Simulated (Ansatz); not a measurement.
**Clamped-ion strain scan in Ba$_{3}$PbO**

Level of theory: Ansatz 0.2.0, DFT PBEsol, scalar-relativistic, plane waves, PAW. Settings: plane waves to 420 eV, k-mesh 10×10×10 (Γ-centred), Gaussian smearing 0.15 eV. Spin–orbit coupling is left out, which can shift energies with elements as heavy as these. No spin polarisation. Energies are free energies at this smearing, counted from the undisturbed cell; pressure is positive in compression.

Reference structure (as given, not relaxed at this level; it stands at -0.9 GPa, and it needn't be the usual structure):

```yaml
crystal:
  lattice:
    - [5.45900, 0.00000, 0.00000]
    - [0.00000, 5.45900, 0.00000]
    - [0.00000, 0.00000, 5.45900]
  atoms:
    - { symbol: Ba, position: [0.00000, 0.50000, 0.50000] }
    - { symbol: Ba, position: [0.50000, 0.00000, 0.50000] }
    - { symbol: Ba, position: [0.50000, 0.50000, 0.00000] }
    - { symbol: Pb, position: [0.00000, 0.00000, 0.00000] }
    - { symbol: O, position: [0.50000, 0.50000, 0.50000] }
```

The cell is strained by ε times the Voigt pattern (1, 0, 0, 0, 0, 0) (xx, yy, zz, yz, xz, xy; engineering shear) with fractional coordinates fixed. The cell is metallic on the mesh throughout.

```tsv
ε	ΔE (meV/atom)	stress summed along the pattern (GPa, tension positive)	pressure (GPa)
-0.1500	213.9	-18.88	9.1
-0.0750	33.2	-6.05	2.7
0.0000	0.0	0.94	-0.9
0.0375	15.5	3.01	-2.1
0.1125	81.6	5.35	-3.5
0.1500	124.7	5.92	-3.9
```